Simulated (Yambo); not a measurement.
AlPO4 (space group P6_3mc, No. 186), G0W0@LDA in Yambo (3×3×1 mesh, plasmon pole; 7 Ry block, no terminator). The number N of bands in W and G is varied.

```tsv
N	x = 1/N	gap Γ → Γ (eV)	shift of the valence edge (eV)
110	0.00909	8.404	-1.440
164	0.00610	8.351	-1.544
230	0.00435	8.386	-1.665
297	0.00337	?	?
```

**Question.** Basis-set arguments suggest E = E∞ + A x. Fix A and E∞ from the two rows above the withheld one, predict the row at 297 bands, and test the form.

**Answer.** Gap: A = (8.386 − (8.351))/(0.00435 − 0.00610) = -20.0, E∞ = 8.473 eV, so 8.406 eV is predicted; the run gave 8.422 eV (miss 16 meV). The first two rows have slope 17.7, so the form doesn't hold yet over the whole range. Shift: A = (-1.665 − (-1.544))/(0.00435 − 0.00610) = 69.1, E∞ = -1.966 eV, so -1.733 eV is predicted; the run gave -1.743 eV (miss 10 meV). The first two rows have slope 34.8, so the form doesn't hold yet over the whole range. The other settings are held fixed.

Geometry of the Materials Project entry, not relaxed at this level; primitive cell a = b = 5.286 Å, c = 8.629 Å, α = β = 90.00°, γ = 120.00°.

A shift is the quasiparticle energy of the state minus its LDA energy.
